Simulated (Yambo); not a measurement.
Yambo run on Ba2MgWO6 (space group Fm-3m, No. 225). The wavefunctions are PBEsol (pw.x of Quantum ESPRESSO, ONCV potentials, without SOC) ones on a 2×2×2 mesh (40 occupied bands); a = b = c = 5.824 Å, α = β = γ = 60.00°.

Yambo input:

```
rim_cut
HF_and_locXC
RandQpts= 10000
RandGvec= 1 Ry
EXXRLvcs= 84 Ry
VXCRLvcs= 336 Ry
% QPkrange
 1 | 1 | 40 | 40 |
 3 | 3 | 40 | 41 |
%
```

k points by index: 1 = Γ, 3 = X.

The o-*.hf file then holds:

```
#    K-point    Band    Eo [eV]    Ehf [eV]    Vxc [eV]    Vnlxc [eV]
#
    1    40    0.000000    -4.964482    -19.58570    -24.55018
    3    40    -0.047671    -4.989498    -19.46073    -24.40256
    3    41    2.734469    8.257596    -16.24817    -10.72504
```
Exchange alone, without screening.

Geometry of the Materials Project entry, not relaxed at this level.
